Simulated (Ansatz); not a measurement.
Computed with DFT PBE, scalar-relativistic, plane waves, PAW (Ansatz 0.2.0). Settings: cutoff 420 eV, Γ-centred meshes spaced at most about 0.3 Å⁻¹, and about 0.25 Å⁻¹ or finer for metals (2π included), Gaussian smearing. Collinear spin in cells that started with moments and kept them past the coarse steps, no spin elsewhere.

Temperature and zero-point effects are left out.

Two forms of ZrBrF were relaxed alike.

1. (site moments under 0.1 μB)

```xyz
3
Lattice="3.7082 0.0000 0.0000 0.0000 3.7082 0.0000 0.0000 0.0000 5.2955" Properties=species:S:1:pos:R:3 pbc="T T T"
Zr    0.0000    0.0000    0.0000
Br    1.8541    1.8541    0.0000
F     1.8541    1.8541    2.6478
```

2. (site moments under 0.1 μB)

```xyz
3
Lattice="3.8409 0.0000 0.0000 0.0000 3.8409 0.0000 0.0000 0.0000 4.9964" Properties=species:S:1:pos:R:3 pbc="T T T"
Zr    0.0000    0.0000    0.0000
Br    0.0000    0.0000    2.4982
F     1.9204    1.9204    2.4982
```

Problem. Which placement of the atoms is lower in energy, and by how much?

Solution. Cell 1 is lower, by 182 meV/atom. The two share one framework of sites and differ in which element sits where. Cell 1 has space group P4/mmm (No. 123), 24.3 Å³/atom and no gap on its mesh; cell 2 has space group P4/mmm (No. 123), 24.6 Å³/atom and no gap. Counting Br or F atoms around Zr (for each partner element, those within 1.25 times its shortest distance or 1.15 times the sum of covalent radii, where it is the nearest in units of that sum or under 1.3), cell 1 has Zr 4 and cell 2 has Zr 2. Both come from invented guesses. A third cell relaxed alike, in Pmmn, lies 1.40 eV/atom below the lower of the two.

Cells relaxed within their symmetry can be saddle points.
